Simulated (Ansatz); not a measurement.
FeCl4:
```cif
data_Cl4Fe
_chemical_formula_sum 'Fe1 Cl4'
_space_group_name_H-M_alt 'P 1'
_space_group_IT_number 1
_cell_length_a 5.90850
_cell_length_b 5.90850
_cell_length_c 3.47947
_cell_angle_alpha 90.000
_cell_angle_beta 90.000
_cell_angle_gamma 105.006
loop_
_space_group_symop_operation_xyz
  'x, y, z'
loop_
_atom_site_label
_atom_site_type_symbol
_atom_site_fract_x
_atom_site_fract_y
_atom_site_fract_z
_atom_site_occupancy
Fe1 Fe 0.50000 0.50000 0.50000 1
Cl1 Cl 0.72862 0.27138 0.50000 1
Cl2 Cl 0.27138 0.72862 0.50000 1
Cl3 Cl 0.26866 0.26866 0.00000 1
Cl4 Cl 0.73134 0.73134 0.00000 1
```
The run is spin-polarised; directions of the spins, atom by atom: ↑ 0 0 0 0.

Relaxed with r²SCAN+D4.

Question: Which orbitals make up the states near the Fermi level in plane-wave PAW r²SCAN+D4 (Ansatz code)?

Answer: Within 0.5 eV of the Fermi level: Cl 3p 93 %, Fe 3d 7 %. Projections are on Löwdin-orthogonalised atomic valence shells; empty p or d shells of many metals are not among them.

Question: Tabulate the density of states.

Answer: States/eV per cell of 5 atoms, in 0.25 eV bins, energy from the Fermi level.

| E (eV) | total | Cl 3p | Fe 3d | Cl 3s |
|---|---|---|---|---|
| -7.85 | 0.00 | 0.00 | 0.00 | 0.00 |
| -7.60 | 0.00 | 0.00 | 0.00 | 0.00 |
| -7.35 | 0.00 | 0.00 | 0.00 | 0.00 |
| -7.10 | 0.00 | 0.00 | 0.00 | 0.00 |
| -6.85 | 0.00 | 0.00 | 0.00 | 0.00 |
| -6.60 | 0.00 | 0.00 | 0.00 | 0.00 |
| -6.35 | 0.00 | 0.00 | 0.00 | 0.00 |
| -6.10 | 0.00 | 0.00 | 0.00 | 0.00 |
| -5.85 | 0.00 | 0.00 | 0.00 | 0.00 |
| -5.60 | 0.01 | 0.00 | 0.00 | 0.00 |
| -5.35 | 4.76 | 1.49 | 3.09 | 0.08 |
| -5.10 | 9.20 | 2.31 | 6.58 | 0.18 |
| -4.85 | 6.30 | 1.36 | 4.74 | 0.09 |
| -4.60 | 1.75 | 1.26 | 0.22 | 0.09 |
| -4.35 | 3.12 | 2.21 | 0.39 | 0.18 |
| -4.10 | 1.54 | 0.88 | 0.49 | 0.05 |
| -3.85 | 4.19 | 3.11 | 0.87 | 0.06 |
| -3.60 | 5.63 | 4.38 | 1.03 | 0.08 |
| -3.35 | 6.51 | 5.15 | 1.18 | 0.08 |
| -3.10 | 4.83 | 3.93 | 0.76 | 0.05 |
| -2.85 | 3.23 | 2.57 | 0.60 | 0.03 |
| -2.60 | 5.18 | 4.51 | 0.55 | 0.04 |
| -2.35 | 6.50 | 5.71 | 0.65 | 0.04 |
| -2.10 | 6.18 | 5.43 | 0.65 | 0.03 |
| -1.85 | 3.67 | 3.27 | 0.35 | 0.02 |
| -1.60 | 3.12 | 2.85 | 0.24 | 0.01 |
| -1.35 | 4.01 | 3.68 | 0.29 | 0.01 |
| -1.10 | 5.17 | 4.93 | 0.20 | 0.01 |
| -0.85 | 7.16 | 6.74 | 0.38 | 0.01 |
| -0.60 | 8.79 | 8.32 | 0.42 | 0.01 |
| -0.35 | 9.43 | 8.92 | 0.47 | 0.01 |
| -0.10 | 1.75 | 1.66 | 0.09 | 0.00 |
| 0.15 | 0.29 | 0.21 | 0.08 | 0.00 |
| 0.40 | 0.95 | 0.69 | 0.23 | 0.01 |
| 0.65 | 3.46 | 2.05 | 1.34 | 0.03 |
| 0.90 | 1.60 | 0.30 | 1.28 | 0.00 |
| 1.15 | 7.27 | 1.47 | 5.74 | 0.00 |
| 1.40 | 2.40 | 0.83 | 1.56 | 0.00 |
| 1.65 | 0.60 | 0.19 | 0.39 | 0.01 |
| 1.90 | 2.61 | 0.90 | 1.65 | 0.04 |
| 2.15 | 1.49 | 0.58 | 0.87 | 0.02 |
| 2.40 | 2.91 | 1.30 | 1.51 | 0.05 |
| 2.65 | 0.39 | 0.18 | 0.20 | 0.01 |
| 2.90 | 0.00 | 0.00 | 0.00 | 0.00 |
| 3.15 | 0.00 | 0.00 | 0.00 | 0.00 |
| 3.40 | 0.00 | 0.00 | 0.00 | 0.00 |
| 3.65 | 0.00 | 0.00 | 0.00 | 0.00 |
| 3.90 | 0.00 | 0.00 | 0.00 | 0.00 |
| 4.15 | 0.00 | 0.00 | 0.00 | 0.00 |
| 4.40 | 0.00 | 0.00 | 0.00 | 0.00 |
| 4.65 | 0.00 | 0.00 | 0.00 | 0.00 |

Space group Cmmm. The first step of the workflow began from a Materials Project structure, measured or hypothetical; the Crystallography Open Database copy checked does not list it. Its standing as an ambient phase is unchecked. The r²SCAN+D4 relaxation kept the symmetry of its start; its stability against distortions is not shown here. The final state is ferromagnetic, the only order run, not a proven ground state. The cell computed holds one magnetic atom, so no antiferromagnetic order was within reach. Other orbital occupations within this spin state were not tried. No Hubbard U is applied. The compound may be a true metal, but semilocal functionals without U, or a wrong spin order, can also close a gap.

Potentials: the later of the program's two PAW sets.
